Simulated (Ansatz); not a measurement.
CsHgCl3:
```xyz
5
Lattice="5.2689 0.0000 0.0000 0.0000 5.2689 0.0000 0.0000 0.0000 5.2689" Properties=species:S:1:pos:R:3 pbc="T T T"
Cs     0.0000     0.0000     0.0000
Hg     2.6344     2.6344     2.6344
Cl     0.0000     2.6344     2.6344
Cl     2.6344     0.0000     2.6344
Cl     2.6344     2.6344     0.0000
```

Relaxed with PBEsol. Special points in fractions of this cell's reciprocal vectors: Γ (0.000, 0.000, 0.000); X (0.000, 0.500, 0.000); M (0.500, 0.500, 0.000); R (0.500, 0.500, 0.500).

### Question
List the band energies nearest the Fermi level at these points for DFT-PBEsol in the program Ansatz with PAW potentials.

### Answer
In eV from the Fermi level; about four levels below and three above (degenerate sets whole), none deeper than 8.9 eV; points with the same levels are listed once.

| k | below | above |
|---|---|---|
| Γ | -1.40 -1.40 -1.40 -0.72 | 4.91 5.35 5.35 |
| X | -1.62 -1.62 -1.53 -1.53 | 2.65 6.22 6.58 |
| M | -1.69 -1.69 -1.09 -0.02 | 4.15 6.31 6.31 |
| R | -1.08 -1.08 -1.08 -0.01 -0.01 | 4.99 4.99 4.99 |

Space group Pm-3m (cubic perovskite). The workflow started from an entry of the Crystallography Open Database (COD), which files this formula under 2 space groups. Its standing as an ambient phase is unchecked. The cell was relaxed with PBEsol under the symmetry of its start; of distortions, only those at the zone centre were tested. Spin–orbit coupling is left out wherever it is not named.

Potentials: the later of the program's two PAW sets.
